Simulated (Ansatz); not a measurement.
LiCl (rock salt, Fm-3m), PBEsol (plane waves, PAW; program Ansatz): ε∞ = 3.07, cell volume 32.46 Å³. Infrared-active transverse modes:

```csv
ω_TO (cm⁻¹),oscillator strength S_xx (e²/amu)
206.0,0.2373
```

Question: Compute the static dielectric constant.

Answer: Each mode adds (4.921e7/V) S/ω²: 8.48. So ε0 = 11.5.

Question: What LO frequency does the Lyddane–Sachs–Teller relation give?

Answer: ω_LO = ω_TO √(ε0/ε∞) = 400 cm⁻¹.

The cell was relaxed with PBEsol under the symmetry of its start; of distortions, only those at the zone centre were tested.

Potentials: the later of the program's two PAW sets.
